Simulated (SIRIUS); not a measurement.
A self-consistent single point of Ta2Si (I4/mcm, 6 atoms in the cell; from Materials Project mp-2783, changed as shown).

```yaml
crystal:
  lattice:
    - [-3.12840, 3.12840, 2.55685]
    - [3.12840, -3.12840, 2.55685]
    - [3.12840, 3.12840, -2.55685]
  atoms:
    - { symbol: Ta, position: [0.66359, 0.83641, 0.50000] }
    - { symbol: Ta, position: [0.33641, 0.16359, 0.50000] }
    - { symbol: Ta, position: [0.83641, 0.33641, 0.17282] }
    - { symbol: Ta, position: [0.16359, 0.66359, 0.82718] }
    - { symbol: Si, position: [0.25000, 0.25000, 0.00000] }
    - { symbol: Si, position: [0.75000, 0.75000, 0.00000] }
```

All values come from this method and carry its errors: LDA (PW92), GBRV LDA ultrasoft pseudopotentials (plane waves; SIRIUS 7.12.0).

SIRIUS settings:

- parameters.ngridk = 6 6 6
- parameters.xc_functionals = [XC_LDA_X, XC_LDA_C_PW]
- parameters.gk_cutoff = 6.325 1/bohr
- parameters.pw_cutoff = 14.143 1/bohr
- parameters.smearing = fermi_dirac
- parameters.smearing_width = 0.00367493 Ha
- potentials = GBRV LDA ultrasoft pseudopotentials
- parameters.electronic_structure_method = pseudopotential
- parameters.num_bands = 36
- parameters.num_mag_dims = 0
- parameters.num_dft_iter = 100
- parameters.energy_tol = 1e-07 Ha
- parameters.density_tol = 1e-06
- mixer.type = broyden2
- mixer.beta = 0.3
- mixer.use_hartree = true

Results:

```
Quantity                                                 Result
------------------------------------------------  -------------
Number of valence electrons                                  60
Number of bands                                              36
Number of k-points after the program's reduction             30
Number of plane waves (most at a k-point)                  2906
Number of SCF iterations                                     19
FFT grid                                           48 × 48 × 48
Free energy E − TS                                -7989.6909 eV
Fermi level (on the code's own zero)                   16.45 eV
Pressure                                             -16.49 GPa
Largest force (vector length)                        0.004 eV/Å
```

Forces (eV/Å):
```csv
atom,Fx,Fy,Fz
Ta1,0.003,-0.003,0.000
Ta2,-0.003,0.003,0.000
Ta3,0.003,0.003,0.000
Ta4,-0.003,-0.003,0.000
Si5,0.000,0.000,0.000
Si6,0.000,0.000,0.000
```

Stress (GPa, positive for compression):
```
-17.03    0.00    0.00
  0.00  -17.03    0.00
  0.00    0.00  -15.41
```

For comparison: a first run was changed to give this one (volume scaled by 1.04), and from it to this one the free energy goes up by 45.8 meV/atom, the pressure goes from -9.13 to -16.49 GPa and the largest force goes from 0.082 to 0.004 eV/Å.

The structure comes from a collection of computed structures, made at another level of theory; the collection holds predicted forms beside known ones. No clean gap shows at this smearing width and mesh (spacing up to 0.26 Å⁻¹); the mesh is coarse for partly filled bands, so the values carry mesh errors.

Cost on one core: around 2.0 core-minutes (rough).
